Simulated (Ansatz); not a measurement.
Question: Each is relaxed and computed with PBEsol (plane waves, PAW; program Ansatz). Which is the only metal?
A. AlPt3C, anti-perovskite
B. Al2ZnS4, spinel
C. Al5C3N, P6_3mc (Pearson symbol hP18)
D. AlSiCN, P3m1 (Al on 1b, Si on 1c, C on 1b, N on 1c)

Answer: A, AlPt3C, anti-perovskite. AlPt3C: metal; Al5C3N: gap 0.74 eV (indirect); AlSiCN: gap 3.26 eV (indirect); Al2ZnS4: gap 2.37 eV. Typed or built starts, not in the databases checked: AlPt3C, anti-perovskite. Standing as an ambient phase not checked: Al5C3N, P6_3mc (Pearson symbol hP18); AlSiCN, P3m1 (Al on 1b, Si on 1c, C on 1b, N on 1c); Al2ZnS4, spinel. Unstable at this level: AlPt3C, anti-perovskite. All cells were relaxed under the symmetry of their starts (and spin orders); stability against distortions was not tested throughout. Rows with no word on spin ran without spin polarisation. Scalar-relativistic: spin–orbit coupling is off unless named, which matters more the heavier the elements.

Potentials: the later of the program's two PAW sets.
